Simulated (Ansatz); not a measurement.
LaP (rock salt, Fm-3m), the program Ansatz at the r²SCAN level (PAW). The conduction-band minimum lies at X, with 3 equivalent valleys. Second derivatives d²E/dk² of the lowest band at one valley (eV·Å²), along Cartesian directions:

| direction | d²E/dk² |
|---|---|
| [100] | 5.593 |
| [010] | 87.68 |
| [001] | 87.68 |
| [110] | 46.69 |
| [101] | 46.69 |
| [011] | 87.63 |

Q: Find the principal effective masses, the density-of-states mass and the conductivity mass.

A: Off-diagonal terms follow from H_xy = H[110] − (H_xx + H_yy)/2, and m*/mₑ = 7.620 eV·Å² over each eigenvalue: 0.087, 0.087, 1.4. One valley's DOS mass (m₁m₂m₃)^(1/3) = 0.22, conductivity mass 3/(Σ 1/mᵢ) = 0.13 mₑ.

Q: What effective density of states Nc follows at 300 K for parabolic valleys?

A: Nc = 2.509e19 × 3 × (0.22)^(3/2) ≈ 7.8e18 cm⁻³.

The workflow started from an entry of the Crystallography Open Database (COD). Its standing as an ambient phase is unchecked. The r²SCAN relaxation kept the symmetry of its start; whether a distortion lowers the energy is not shown. Spin–orbit coupling is left out wherever it is not named.

Potentials: the later of the program's two PAW sets.

Edges and masses are those of Kohn–Sham bands, whose gap is no quasiparticle gap.
